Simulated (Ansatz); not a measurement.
Data sheet: Li (DFT)

Li:
```xyz
1
Lattice="0.0000 2.1846 2.1846 2.1846 0.0000 2.1846 2.1846 2.1846 0.0000" Properties=species:S:1:pos:R:3 pbc="T T T"
Li     0.0000     0.0000     0.0000
```

Space group Fm-3m (No. 225), fcc (Cu type); conventional cell a = b = c = 4.369 Å, α = β = γ = 90.00°.

Method: plane-wave PAW r²SCAN+D4 (Ansatz code). The cell and atoms are relaxed at this level. Other levels are named where they apply.

Cell and energy:

| Property | Result |
|---|---|
| Volume per atom | 20.85 Å³ |
| Density | 0.55 g/cm³ |

Electronic structure:

| Quantity | Result |
|---|---|
| Electronic character | metallic (no gap) |
| Density of states at the Fermi level | 0.48 states/eV per atom (mean over ±0.08 eV) |

The workflow started from a Materials Project entry (that database holds measured and hypothetical structures alike); the Crystallography Open Database files this formula in space group No. 225, but the cells were not matched. It is not the phase usual at ambient conditions (space group No. 229). The cell was relaxed with r²SCAN+D4 under the symmetry of its start; whether a distortion lowers the energy is not shown. The pairwise dispersion correction was not fitted to metals.

Potentials: the earlier of the program's two PAW sets.
